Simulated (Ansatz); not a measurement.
Hf2N:
Space group P4₂/mnm (No. 136); a = b = 5.3264 Å, c = 3.2478 Å, α = β = γ = 90.00°

| atom | site | symmetry | x | y | z |
|---|---|---|---|---|---|
| Hf | 4f | m.2m | 0.2953 | 0.2953 | 0.0000 |
| N | 2a | m.mm | 0.0000 | 0.0000 | 0.0000 |

Relaxed with r²SCAN.

Which orbitals make up the states near the Fermi level in r²SCAN in the plane-wave PAW code Ansatz?

Within 0.5 eV of the Fermi level: Hf 5d 84 %, N 2p 8 %. Projections are on Löwdin-orthogonalised atomic valence shells; empty p or d shells of many metals are not among them.

Tabulate the density of states.

States/eV per cell of 6 atoms, in 0.25 eV bins, energy from the Fermi level.

| E (eV) | total | Hf 5d | N 2p | Hf 6s |
|---|---|---|---|---|
| -7.85 | 0.00 | 0.00 | 0.00 | 0.00 |
| -7.60 | 0.00 | 0.00 | 0.00 | 0.00 |
| -7.35 | 0.00 | 0.00 | 0.00 | 0.00 |
| -7.10 | 1.88 | 0.61 | 0.98 | 0.22 |
| -6.85 | 3.44 | 1.09 | 1.75 | 0.45 |
| -6.60 | 5.07 | 1.42 | 2.59 | 0.82 |
| -6.35 | 4.06 | 1.02 | 2.19 | 0.64 |
| -6.10 | 2.82 | 0.74 | 1.55 | 0.39 |
| -5.85 | 2.37 | 0.67 | 1.34 | 0.24 |
| -5.60 | 3.65 | 1.00 | 2.22 | 0.28 |
| -5.35 | 4.95 | 1.35 | 3.15 | 0.26 |
| -5.10 | 6.34 | 1.72 | 4.23 | 0.16 |
| -4.85 | 5.61 | 1.41 | 3.90 | 0.07 |
| -4.60 | 3.07 | 0.66 | 2.20 | 0.06 |
| -4.35 | 4.43 | 0.81 | 3.25 | 0.12 |
| -4.10 | 0.58 | 0.13 | 0.38 | 0.05 |
| -3.85 | 0.55 | 0.19 | 0.23 | 0.11 |
| -3.60 | 0.43 | 0.21 | 0.07 | 0.14 |
| -3.35 | 0.55 | 0.27 | 0.08 | 0.17 |
| -3.10 | 0.70 | 0.37 | 0.09 | 0.21 |
| -2.85 | 0.90 | 0.50 | 0.11 | 0.26 |
| -2.60 | 1.20 | 0.71 | 0.13 | 0.31 |
| -2.35 | 1.76 | 1.15 | 0.17 | 0.38 |
| -2.10 | 5.03 | 3.92 | 0.38 | 0.58 |
| -1.85 | 3.16 | 2.58 | 0.16 | 0.30 |
| -1.60 | 2.26 | 2.01 | 0.04 | 0.11 |
| -1.35 | 6.99 | 5.90 | 0.17 | 0.51 |
| -1.10 | 4.77 | 3.94 | 0.18 | 0.32 |
| -0.85 | 3.61 | 3.02 | 0.18 | 0.19 |
| -0.60 | 3.25 | 2.75 | 0.17 | 0.13 |
| -0.35 | 2.43 | 2.11 | 0.15 | 0.09 |
| -0.10 | 2.40 | 2.02 | 0.19 | 0.12 |
| 0.15 | 2.12 | 1.74 | 0.19 | 0.13 |
| 0.40 | 1.77 | 1.43 | 0.17 | 0.11 |
| 0.65 | 2.38 | 1.92 | 0.23 | 0.14 |
| 0.90 | 2.71 | 2.17 | 0.25 | 0.17 |
| 1.15 | 3.02 | 2.48 | 0.24 | 0.15 |
| 1.40 | 3.85 | 3.29 | 0.27 | 0.13 |
| 1.65 | 4.21 | 3.64 | 0.29 | 0.11 |
| 1.90 | 2.27 | 1.90 | 0.16 | 0.09 |
| 2.15 | 2.06 | 1.77 | 0.10 | 0.10 |
| 2.40 | 2.44 | 2.11 | 0.10 | 0.13 |
| 2.65 | 2.53 | 2.18 | 0.11 | 0.11 |
| 2.90 | 3.45 | 2.99 | 0.19 | 0.11 |
| 3.15 | 4.61 | 3.94 | 0.27 | 0.11 |
| 3.40 | 4.21 | 3.59 | 0.27 | 0.11 |
| 3.65 | 3.98 | 3.40 | 0.24 | 0.11 |
| 3.90 | 4.00 | 3.41 | 0.23 | 0.12 |
| 4.15 | 4.09 | 3.48 | 0.22 | 0.15 |
| 4.40 | 3.96 | 3.34 | 0.21 | 0.17 |
| 4.65 | 3.66 | 3.05 | 0.20 | 0.16 |

Space group P4_2/mnm (anti-rutile). The first step of the workflow began from a Materials Project structure, measured or hypothetical; the Crystallography Open Database copy checked does not list it. Its standing as an ambient phase is unchecked. The cell was relaxed with r²SCAN under the symmetry of its start; whether a distortion lowers the energy is not shown. The run is not spin-polarised. Spin–orbit coupling is left out wherever it is not named.

Potentials: the later of the program's two PAW sets.
